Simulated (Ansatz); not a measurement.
Values for one crystal, relaxed and computed with the program Ansatz at the LDA level (PAW); other levels are named.

| Item | Result |
|---|---|
| Volume per atom | 25.29 Å³ |
| Electronic character | no gap, with almost no states at the Fermi level (zero-gap or semimetallic) |
| Density of states at the Fermi level | 0.01 states/eV per atom (mean over ±0.08 eV) |
| Poisson's ratio | 0.31 |
| Hill bulk and shear moduli | 61.9 and 27.2 GPa |
| Zone-centre stability | no imaginary mode at Γ |
| Mechanical stability | stable (all eigenvalues of C positive) |

**Question.** Pick the material that matches.
(A) TaS2, R3m (Pearson symbol hR6)
(B) ZrN, NiAs type
(C) PbS, NiAs type
(D) CdS, rock salt

**Answer.** C, PbS, NiAs type

Space group P6_3/mmc (NiAs type). The workflow started from a Materials Project entry (that database holds measured and hypothetical structures alike); the Crystallography Open Database copy checked does not list it. It is not the phase usual at ambient conditions (space group No. 225). Symmetry was held in the LDA relaxation. A small band overlap can be real or an error of a semilocal functional. As this level gives no gap, shear constants depend on the k-mesh and smearing (Fermi–Dirac, 0.1 eV here). Spin–orbit coupling is left out wherever it is not named.

Potentials: the later of the program's two PAW sets.
